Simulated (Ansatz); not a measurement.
Relaxed-ion elastic tensor of ZnO in space group P6_3mc (No. 186; Zn on 2a, Zn on 2b, O on 2a, O on 2b) in GPa (Voigt order), DFT-PBEsol in the program Ansatz with PAW potentials; density 5.74 g/cm³, 11.77 Å³ per atom.

```
 202   127   105   0.0   0.0   0.0
 127   202   105   0.0   0.0   0.0
 105   105   224   0.0   0.0   0.0
 0.0   0.0   0.0  35.0   0.0   0.0
 0.0   0.0   0.0   0.0  35.0   0.0
 0.0   0.0   0.0   0.0   0.0  37.7
```

Is the crystal mechanically stable?

Yes: the smallest eigenvalue of C is 35.0 GPa.

Work out the Voigt, Reuss and Hill averages.

K_V = 145, K_R = 145, K_H = 145; G_V = 40.9, G_R = 39.4, G_H = 40.1 GPa.

Give Young's modulus, Poisson's ratio, Pugh's ratio and the universal anisotropy index.

E = 9KG/(3K + G) = 110 GPa; ν = 0.37; K/G = 3.61 (ductile by the Pugh limit of 1.75); A_U = 5G_V/G_R + K_V/K_R − 6 = 0.20.

Estimate the sound speeds and the Debye temperature.

v_l = √((K + 4G/3)/ρ) = 5880 m/s, v_t = √(G/ρ) = 2640 m/s, mean 2980 m/s; Θ = (h/k)(3n/4πV)^(1/3) v_m = 390 K.

Solve the Christoffel equation for the three sound speeds along x, y, z.

Eigenvalues of C_ijkl n_j n_l equal ρv² (piezoelectric stiffening left out). In km/s, slowest first: x 2.47, 2.56, 5.94; y 2.47, 2.56, 5.94; z 2.47, 2.47, 6.24.

How much does each axis shrink under pressure?

Linear compressibilities β_i = Σ_j S_ij (j = 1 to 3): x 2.3, y 2.3, z 2.3 per TPa.

A made-up cell: these elements were put on the sites of a structure type. Its sites differ from those of the usual phase in this space group: another stacking or structure type. The cell was relaxed with PBEsol under the symmetry of its start; whether a distortion lowers the energy is not shown.

Potentials: the later of the program's two PAW sets.
